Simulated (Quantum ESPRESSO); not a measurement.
## Al3ZnO5F (convergence and cost over cutoff and k mesh)

Computed values, not a measurement. The program is pw.x of Quantum ESPRESSO 7.5 (plane-wave density functional theory). The cell is made up: 10 atoms on a corundum lattice, with randomly drawn elements, strain and displacements, not relaxed. PseudoDojo standard norm-conserving files (v0.5 for PBE, v0.4.1 for LDA and PBEsol) set the functional; there is no spin polarisation, spin-orbit coupling or dispersion term, and the masses in the input are unused placeholders.

Input of the run in row 4:

```
&control calculation='scf', pseudo_dir='./dojo.nc.sr.pbe.v0_5.standard.upf', outdir='./o', disk_io='low', tprnfor=.true., tstress=.true. /
&system ibrav=0, nat=10, ntyp=4, nbnd=39, ecutwfc=84.00895049, nosym=.true., tot_charge=0,
 occupations='smearing', smearing='fd', degauss=0.0018374661
/
&electrons conv_thr=7.350e-09, electron_maxstep=60, /
ATOMIC_SPECIES
Al 1.0 Al.upf
F 1.0 F.upf
O 1.0 O.upf
Zn 1.0 Zn.upf
CELL_PARAMETERS angstrom
2.3365 1.3525 4.3342
-2.4813 1.3445 4.4164
-0.0793 -2.8042 4.4093
ATOMIC_POSITIONS angstrom
Al -0.0639 -0.0447 4.7201
Al 0.0271 0.0484 1.9762
Zn -0.1456 -0.0829 8.4532
Al -0.1963 -0.0776 11.1579
O -1.0406 1.3271 7.6882
O -0.8315 -1.556 7.6786
F 1.5416 0.0818 7.7433
O 0.878 -1.4237 5.5405
O 0.6705 1.5463 5.4095
O -1.7939 -0.1072 5.5047
K_POINTS automatic
6 6 6 1 1 1
```

The same cell was run at these settings. Meshes are shifted by half a step, and differences are from the last row, which is itself not exact.

| cutoff (eV) | k mesh | k points solved | threshold (eV) | free energy less the last row's (eV) | pressure (GPa) | largest stress difference (GPa) | largest force difference (eV/Å) | iterations | wall time (s) | k-point pools | processor |
| --- | --- | --- | --- | --- | --- | --- | --- | --- | --- | --- | --- |
| 800 | 2 x 2 x 2 | 4 | 1e-04 | 2.251 | -16.69 | 34.41 | 0.057 | 7 | 22 | 4 | AMD EPYC, older |
| 1143 | 2 x 2 x 2 | 4 | 1e-07 | 0.024 | 17.62 | 0.17 | 0.024 | 11 | 40 | 4 | AMD EPYC, older |
| 714 | 6 x 6 x 6 | 108 | 1e-07 | 7.947 | -77.13 | 94.92 | 0.337 | 10 | 201 | 4 | AMD EPYC, older |
| 1143 | 6 x 6 x 6 | 108 | 1e-07 | 0.003 | 17.61 | 0.02 | 0.000 | 11 | 447 | 4 | AMD EPYC, older |
| 1437 | 8 x 8 x 8 | 256 | 1e-07 | 0.000 | 17.63 | 0.00 | 0.000 | 11 | 1858 | 4 | AMD EPYC, older |

Each pool is one process. Wall times include start-up and a band step at six k points, which weighs most on the coarsest meshes. The runs were on shared virtual cores whose load varied, so times are rough.